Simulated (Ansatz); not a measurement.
## Ionic part of the dielectric constant of Mg3ZnS4, mode by mode

All numbers below come from Ansatz 0.2.0, DFT PBE, scalar-relativistic, plane waves, PAW. Cutoff 420 eV, 4×4×4 k-points (Γ-centred), fixed occupations. No spin polarisation. Phonons by linear response, acoustic sum rule imposed.

Space group P-43m (No. 215), cubic, a = 5.635 Å. Mg has 4 S at 2.46 Å; Zn has 4 S at 2.38 Å; S has 1 Zn at 2.38 Å and 3 Mg at 2.46 Å.

The structure comes from a generated guess, relaxed at this level; another structure or a mixture of phases may lie lower. The run warned that its linear response isn't converged on this k mesh, so dielectric tensors, Born charges and infrared intensities are rough, and the frequencies may be too.

The primitive cell has V = 178.92 Å³ and ε∞,yy = 4.459. Each polar mode adds Δε = (4.92064×10⁷/V)·S/ν² along y, with S its oscillator strength in e²/amu, ν in cm⁻¹ and V in Å³.

Question: From these modes, find each Δε and ε0,yy.
| ν (cm⁻¹) | S_yy (e²/amu) |
| --- | --- |
| 105.51 | 0.00301 |
| 245.78 | 0.1764 |
| 327.59 | 0.4568 |
| 330.85 | 0.3584 |

Answer:
```json
{"ν (cm⁻¹)": "105.51", "Δε": "0.07"}
{"ν (cm⁻¹)": "245.78", "Δε": "0.80"}
{"ν (cm⁻¹)": "327.59", "Δε": "1.17"}
{"ν (cm⁻¹)": "330.85", "Δε": "0.90"}
```

The sum is 2.94, so ε0,yy = 7.40; the run's tensor has 7.41.

Question: Where do the longitudinal modes lie for a wave vector along y?

Answer: At 106.01, 255.77, 329.40, 405.59 cm⁻¹. The Lyddane–Sachs–Teller product Π(ν_LO/ν_TO)² = 1.66 agrees with ε0/ε∞ = 1.66.
